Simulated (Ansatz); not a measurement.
MgS:
```yaml
crystal:
  lattice:
    - [0.00000, 2.61486, 2.61486]
    - [2.61486, 0.00000, 2.61486]
    - [2.61486, 2.61486, 0.00000]
  atoms:
    - { symbol: Mg, position: [0.50000, 0.50000, 0.50000] }
    - { symbol: S, position: [0.00000, 0.00000, 0.00000] }
```

Relaxed with PBE.

Question: Give the optical modes at the zone centre with their infrared and Raman activity from DFPT, PBE (plane waves, PAW; program Ansatz).

Answer: Transverse frequencies, without the LO–TO term; a row sums one degenerate level.

```tsv
ω (cm⁻¹)	degeneracy	IR ((D/Å)²/amu)	Raman (Å⁴/amu)	activity	symmetry
224	3	27.54	0	IR	T1u
```

Question: How high does the top mode go among those that the LO–TO term moves?

Answer: 389 cm⁻¹ for q along x.

Space group Fm-3m (rock salt). The cell was relaxed with PBE under the symmetry of its start; phonons on a q-mesh show no instability.

Potentials: the later of the program's two PAW sets.
